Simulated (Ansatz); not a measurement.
Polymorphs of Si$_{2}$W, each relaxed with plane-wave PAW PBEsol (Ansatz code):

A: P6_222
a = 4.5759 Å, b = 4.5759 Å, c = 6.6033 Å, α = 90.00°, β = 90.00°, γ = 120.00°

```csv
atom,site,symmetry,x,y,z
Si,6j,..2,0.3276,0.1638,0.1667
W,3d,222,0.5000,0.0000,0.5000
```

B: MoSi2 or CaC2 type (I4/mmm)
a = b = 3.2026 Å, c = 7.8159 Å, α = β = γ = 90.00°

```csv
atom,site,symmetry,x,y,z
W,2a,4/mmm,0.0000,0.0000,0.0000
Si,4e,4mm,0.0000,0.0000,0.3345
```

Task: Order them by energy per atom at 0 K (lowest first) at the level PBEsol.

Result: B (+0 meV/atom), A (+67 meV/atom)

Not the usual ambient phase: A. All cells were relaxed under the symmetry of their starts (and spin orders); stability against distortions was not tested throughout. Rows with no word on spin ran without spin polarisation. Scalar-relativistic: spin–orbit coupling is off unless named, which matters more the heavier the elements.

Energies hold the estimated change up to a 700 eV cutoff; steps of a few meV lie near the error of the meshes.

Potentials: the later of the program's two PAW sets.
